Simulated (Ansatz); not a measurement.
Q: Each is relaxed and computed with the program Ansatz at the r²SCAN level (PAW). Which is the only metal?
A. RuS2, Pa-3 (Ru on 4a, S on 8c)
B. LaSiRu, P4/nmm (La on 2c, Si on 2c, Ru on 2a)
C. As2Ru, Pnnm (As on 4g, Ru on 2a)
D. HfSiO4, I4_1/amd (Hf on 4a, Si on 4b, O on 16h)

A: B, LaSiRu, P4/nmm (La on 2c, Si on 2c, Ru on 2a). LaSiRu: metal; HfSiO4: gap 6.00 eV (indirect); As2Ru: gap 0.57 eV (indirect); RuS2: gap 0.89 eV (indirect). Standing as an ambient phase not checked: LaSiRu, P4/nmm (La on 2c, Si on 2c, Ru on 2a); As2Ru, Pnnm (As on 4g, Ru on 2a). All cells were relaxed under the symmetry of their starts (and spin orders); stability against distortions was not tested throughout. Rows with no word on spin ran without spin polarisation. Spin–orbit coupling is left out wherever it is not named.

Potentials: the earlier of the program's two PAW sets.
